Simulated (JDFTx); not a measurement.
An input for JDFTx (a modified build) (Ir(100), CANDLE, water, 1 M NaF; bohr, hartree) and the course of its log:

```
lattice \
  5.1497683269 0.0000000000 0.0000000000 \
  0.0000000000 5.1497683269 0.0000000000 \
  0.0000000000 0.0000000000 44.7865091536
coords-type Lattice
ion Ir 0.0000000000 0.0000000000 -0.1626130800 0
ion Ir 0.5000000000 0.5000000000 -0.0813065400 0
ion Ir 0.0000000000 0.0000000000 0.0000000000 0
ion Ir 0.5000000000 0.5000000000 0.0813065400 0
ion Ir 0.0000000000 0.0000000000 0.1626130800 0
ion-species pseudo/ir_pbe_v1.2.upf
elec-cutoff 25 125
elec-ex-corr gga-PBE
coulomb-interaction Slab 001
coulomb-truncation-embed 0 0 0
kpoint-folding 8 8 1
elec-smearing Fermi 0.01
elec-n-bands 50
electronic-scf nIterations 100 energyDiffThreshold 1e-08
fluid LinearPCM
pcm-variant CANDLE
fluid-solvent H2O
fluid-cation Na+ 1
fluid-anion F- 1
fluid-minimize nIterations 400 knormThreshold 1e-11
wavefunction read vac.wfns
elec-initial-eigenvals vac.eigenvals
dump-name f0.$VAR
dump End State Ecomponents EigStats BandEigs Forces ElecDensity IonicPositions Fillings Kpoints Dtot FluidDebug BoundCharge FluidDensity
```

```
[one cycle in 5 is shown, and the last three; fluid-solver lines are left out]
	FillingsUpdate:  mu: -0.194901107  nElectrons: 75.000000
SCF: Cycle:  0   F: -382.267481944297117   dF: +3.366e-05   |Residual|: 1.664e-03   |deigs|: 2.742e-04
	FillingsUpdate:  mu: -0.192118973  nElectrons: 75.000000
SCF: Cycle:  5   F: -382.267560551434826   dF: -4.453e-06   |Residual|: 2.479e-04   |deigs|: 7.112e-04
	FillingsUpdate:  mu: -0.191272513  nElectrons: 75.000000
SCF: Cycle: 10   F: -382.267561559771991   dF: +4.420e-07   |Residual|: 1.461e-04   |deigs|: 5.006e-04
	FillingsUpdate:  mu: -0.191216522  nElectrons: 75.000000
SCF: Cycle: 15   F: -382.267562024034248   dF: -6.930e-08   |Residual|: 4.771e-05   |deigs|: 1.235e-04
	FillingsUpdate:  mu: -0.191211623  nElectrons: 75.000000
SCF: Cycle: 20   F: -382.267562055331041   dF: -1.265e-07   |Residual|: 1.608e-05   |deigs|: 4.510e-05
	FillingsUpdate:  mu: -0.191249843  nElectrons: 75.000000
SCF: Cycle: 25   F: -382.267561956083682   dF: +8.788e-08   |Residual|: 5.112e-05   |deigs|: 5.546e-05
	FillingsUpdate:  mu: -0.191195210  nElectrons: 75.000000
SCF: Cycle: 30   F: -382.267562002432840   dF: +4.703e-08   |Residual|: 4.232e-05   |deigs|: 2.154e-05
	FillingsUpdate:  mu: -0.191215949  nElectrons: 75.000000
SCF: Cycle: 35   F: -382.267562046390367   dF: -5.070e-08   |Residual|: 2.363e-05   |deigs|: 3.765e-05
	FillingsUpdate:  mu: -0.191188981  nElectrons: 75.000000
SCF: Cycle: 40   F: -382.267562027905228   dF: +1.840e-08   |Residual|: 2.668e-05   |deigs|: 2.845e-05
	FillingsUpdate:  mu: -0.191188242  nElectrons: 75.000000
SCF: Cycle: 45   F: -382.267562013198813   dF: +3.546e-08   |Residual|: 3.606e-05   |deigs|: 2.964e-05
	FillingsUpdate:  mu: -0.191213576  nElectrons: 75.000000
SCF: Cycle: 50   F: -382.267562019266961   dF: +3.386e-08   |Residual|: 3.844e-05   |deigs|: 4.738e-06
	FillingsUpdate:  mu: -0.191217299  nElectrons: 75.000000
SCF: Cycle: 55   F: -382.267562049547280   dF: -5.963e-08   |Residual|: 1.806e-05   |deigs|: 1.752e-05
	FillingsUpdate:  mu: -0.191212607  nElectrons: 75.000000
SCF: Cycle: 60   F: -382.267562054746122   dF: -8.658e-08   |Residual|: 1.767e-05   |deigs|: 2.682e-05
	FillingsUpdate:  mu: -0.191219669  nElectrons: 75.000000
SCF: Cycle: 65   F: -382.267562037402740   dF: -8.646e-08   |Residual|: 3.360e-05   |deigs|: 2.860e-05
	FillingsUpdate:  mu: -0.191196787  nElectrons: 75.000000
SCF: Cycle: 70   F: -382.267561997761334   dF: +5.303e-08   |Residual|: 4.810e-05   |deigs|: 1.221e-05
	FillingsUpdate:  mu: -0.191198734  nElectrons: 75.000000
SCF: Cycle: 75   F: -382.267562046508544   dF: +9.266e-09   |Residual|: 3.664e-05   |deigs|: 1.082e-05
	FillingsUpdate:  mu: -0.191209255  nElectrons: 75.000000
SCF: Cycle: 80   F: -382.267562035833237   dF: +1.904e-08   |Residual|: 3.301e-05   |deigs|: 2.798e-06
	FillingsUpdate:  mu: -0.191196120  nElectrons: 75.000000
SCF: Cycle: 85   F: -382.267562037586231   dF: -5.368e-08   |Residual|: 2.848e-05   |deigs|: 6.134e-06
	FillingsUpdate:  mu: -0.191210192  nElectrons: 75.000000
SCF: Cycle: 90   F: -382.267562054789494   dF: -5.754e-08   |Residual|: 1.797e-05   |deigs|: 2.423e-05
	FillingsUpdate:  mu: -0.191201899  nElectrons: 75.000000
SCF: Cycle: 95   F: -382.267562011837697   dF: +4.337e-08   |Residual|: 4.706e-05   |deigs|: 1.231e-05
	FillingsUpdate:  mu: -0.191213582  nElectrons: 75.000000
SCF: Cycle: 97   F: -382.267562054478901   dF: -7.683e-08   |Residual|: 8.435e-06   |deigs|: 2.229e-05
	FillingsUpdate:  mu: -0.191200094  nElectrons: 75.000000
SCF: Cycle: 98   F: -382.267561992404012   dF: +6.207e-08   |Residual|: 5.701e-05   |deigs|: 1.449e-05
	FillingsUpdate:  mu: -0.191221405  nElectrons: 75.000000
SCF: Cycle: 99   F: -382.267562041677138   dF: -4.927e-08   |Residual|: 2.661e-05   |deigs|: 2.230e-05
SCF: None of the convergence criteria satisfied after 100 iterations.
IonicMinimize: Iter:   0  F: -382.267562041677138  |grad|_K:  0.000e+00
IonicMinimize: Converged (|grad|_K<1.000000e-04).
```

This run gave no converged result. The loop ran out of cycles short of its threshold. It has stalled and not diverged: the last ten energies span 1e-07 Ha, so the total is near its end, but levels, forces and charges aren't shown converged.
